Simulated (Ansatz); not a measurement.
This run works on a proposed trial structure, not on a known crystal.

Input and command of a plane-wave DFT calculation in Ansatz:

```yaml
crystal:
  lattice:
    - [0.0076040126, -4.1796708418, 0.0256191121]
    - [-4.6535979907, -2.0811146882, -0.0532229796]
    - [-0.4767032994, -2.0590879079, -4.8539049882]
  atoms:
    - { symbol: Ta, position: [0.0211962317, 1.0020372806, 0.9616535504] }
    - { symbol: Nb, position: [0.8002773662, 0.7630777691, 0.6134580078] }
    - { symbol: Nb, position: [0.1899141824, 0.2042227729, 0.4166322505] }
    - { symbol: O, position: [0.4908357204, 0.0250315202, 0.0055564842] }
    - { symbol: O, position: [0.3231392243, 0.7636951062, 0.6178287194] }
    - { symbol: O, position: [0.7187693874, 0.2174782938, 0.3550796691] }
    - { symbol: O, position: [0.0646654412, 0.6331720794, 0.2349214451] }
    - { symbol: O, position: [0.8925325922, 0.388624886, 0.7948698735] }
basis:
  ecutwfc: 420
kpoints:
  mp_grid: { grid: [6, 6, 6] }
hamiltonian:
  xc: pbe
scf:
  occupations: { method: gaussian, width: 0.2 }
  lower_state_search: "off"
output:
  forces: true
  stress: true
  eigenvalues: true
relax:
  adjacent_minimum: "off"
  f_tol: 0.025
  max_steps: 60
  cell: { stress_tol: 0.25 }
```

```bash
ansatz run input.yaml --threads 1 --pin off --max-ram 2560MiB --backend cpu --events-out ev --progress --plain --runs-dir out
```

Processor: Intel(R) Xeon(R) Processor @ 2.70GHz, 1 thread, on a host shared with other jobs.

**Question.** Estimate time, memory and problem size.

**Answer.** About 6.3 min, peak memory 0.63 GiB. It solves 43 bands at 112 k points (after reduction by symmetry) with about 1849 plane waves (on the last cell), in 55 SCF iterations over 10 ionic steps.
